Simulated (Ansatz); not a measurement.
Computed with DFT PBE, scalar-relativistic, plane waves, PAW (Ansatz 0.2.0). All cells share a 420 eV cutoff and Γ-centred k meshes spaced at most about 0.3 Å⁻¹ (about 0.25 or finer for metals, 2π included). No spin polarisation in the final relaxations.

Temperature and zero-point effects are left out. All come from trial cells, and lower structures may exist.

Question: Which of these relaxed structures of Te₄W is the lowest in energy?
A.

```
Te W
1.0
    -3.33782    3.33782    3.33782
     3.33782   -3.33782    3.33782
     3.33782    3.33782   -3.33782
Te W
4 1
Direct
  0.00000 0.00000 0.50000
  0.50000 0.00000 0.00000
  0.00000 0.50000 0.00000
  0.50000 0.50000 0.50000
  0.00000 0.00000 0.00000
```

B.

```
Te W
1.0
     4.68566   -4.71816    0.00000
     4.68566    4.71816    0.00000
     0.00000    0.00000    3.38447
Te W
4 1
Direct
  0.78747 0.78747 0.50000
  0.72521 0.27479 0.00000
  0.27479 0.72521 0.00000
  0.21253 0.21253 0.50000
  0.50000 0.50000 0.50000
```

C.

```
Te W
1.0
     3.88506    0.00000    0.00000
     0.00000    3.88506    0.00000
     0.00000    0.00000   10.40408
Te W
4 1
Direct
  0.50000 0.50000 0.35475
  0.50000 0.50000 0.64525
  0.00000 0.00000 0.00000
  0.50000 0.50000 0.00000
  0.00000 0.00000 0.50000
```

D.

```
Te W
1.0
     5.29396    0.00000    0.00000
     0.00000    5.29396    0.00000
     0.00000    0.00000    5.29396
Te W
4 1
Direct
  0.00000 0.00000 0.00000
  0.50000 0.50000 0.00000
  0.50000 0.00000 0.50000
  0.00000 0.50000 0.50000
  0.50000 0.50000 0.50000
```

Answer: B. It has space group Cmmm (No. 65); the next, D, with space group Pm-3m (No. 221), lies 0.34 eV/atom higher. Counting Te atoms around W (those within 1.25 times the shortest such distance or 1.15 times the sum of covalent radii), the lowest and the next both have W 6. Even the lowest lies +0.22 eV/atom against the elements.

Weakly bound directions are ill-defined at this level, which has no dispersion term (Cmmm, P4/mmm), and this can change margins and order among such cells. These runs have no spin–orbit coupling, which can matter for Te and W. A magnetic state wasn't ruled out in cells without spin, among them Im-3m. Cells relaxed within their symmetry can be saddle points. Some candidate types were left out of the draw beforehand, so a known form may be missing.
